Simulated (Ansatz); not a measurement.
**Zincblende alloy of ZnS and ZnSe (28 of 32 S sites exchanged), 64 atoms**

Ansatz, PAW, plane waves. PBEsol relaxation of volume and atoms (shape held) at the single k point (¼, ¼, ¼) without its symmetry partners; single points on the relaxed atoms at the single k point (¼, ¼, ¼) without its symmetry partners, onto which points of the small cell's zone fold. Arrangement: clustered. No spin–orbit coupling unless named.

Relaxed structure:

```
CELL_PARAMETERS angstrom
11.19750 0.00000 0.00000
0.00000 11.19750 0.00000
0.00000 0.00000 11.19750
ATOMIC_POSITIONS crystal
Zn 0.99894 0.00098 0.99912
Zn 0.00075 0.00099 0.50104
Zn 0.00084 0.49903 0.99919
Zn 0.99867 0.49907 0.50115
Zn 0.49504 0.00602 0.99432
Zn 0.50455 0.00588 0.50589
Zn 0.50467 0.49444 0.99448
Zn 0.49499 0.49434 0.50607
Zn 0.25566 0.24527 0.99447
Zn 0.25552 0.25495 0.50592
Zn 0.25096 0.74906 0.99913
Zn 0.25085 0.75106 0.50108
Zn 0.74408 0.25481 0.99437
Zn 0.74395 0.24514 0.50602
Zn 0.74895 0.75104 0.99909
Zn 0.74879 0.74902 0.50106
Zn 0.25102 0.00125 0.25112
Zn 0.25557 0.00585 0.75482
Zn 0.25101 0.49919 0.24924
Zn 0.25571 0.49434 0.74534
Zn 0.74896 0.00109 0.24906
Zn 0.74406 0.00588 0.74523
Zn 0.74891 0.49911 0.25116
Zn 0.74401 0.49418 0.75507
Zn 0.99992 0.25007 0.25023
Zn 0.99986 0.25013 0.75027
Zn 0.00006 0.75010 0.25011
Zn 0.99992 0.75001 0.74995
Zn 0.50004 0.25032 0.25022
Zn 0.49978 0.25013 0.75025
Zn 0.49998 0.75030 0.25012
Zn 0.49998 0.75018 0.75022
Se 0.12627 0.12553 0.12316
Se 0.12747 0.12620 0.62623
Se 0.12506 0.62445 0.12449
Se 0.12639 0.62303 0.62551
Se 0.62323 0.12626 0.12194
Se 0.62399 0.62321 0.12324
Se 0.62330 0.62181 0.62641
Se 0.37600 0.37350 0.12192
Se 0.37530 0.87662 0.12314
Se 0.37597 0.87777 0.62626
Se 0.87290 0.37411 0.12320
Se 0.87154 0.37337 0.62636
Se 0.87435 0.87517 0.12455
Se 0.87287 0.87649 0.62556
Se 0.37601 0.12642 0.37791
Se 0.37544 0.62325 0.37663
Se 0.37605 0.62186 0.87351
Se 0.87292 0.12559 0.37662
Se 0.87163 0.12616 0.87354
Se 0.87437 0.62459 0.37523
Se 0.87302 0.62307 0.87416
Se 0.12631 0.37434 0.37661
Se 0.12777 0.37347 0.87352
Se 0.12507 0.87528 0.37521
Se 0.12630 0.87645 0.87420
Se 0.62333 0.37360 0.37816
Se 0.62404 0.87670 0.37664
Se 0.62330 0.87802 0.87360
S 0.62125 0.12802 0.62823
S 0.37781 0.37156 0.62814
S 0.37762 0.12801 0.87165
S 0.62126 0.37148 0.87181
```

What are the mean bond lengths by pair (pairs within 1.2 times the sum of covalent radii, less contacts 15 % beyond the pair's median; cation–cation pairs of compounds aside; long ionic contacts are cut short by that bound)?

S–Zn 2.345 ± 0.010 Å (standard deviation, 16 bonds); Se–Zn 2.436 ± 0.006 Å (standard deviation, 112 bonds).

What gap lies between the top filled and the lowest empty level in the single points?

HSE06 3.66 eV (38 s on NVIDIA GB200). Away from Γ this isn't the crystal's band gap.
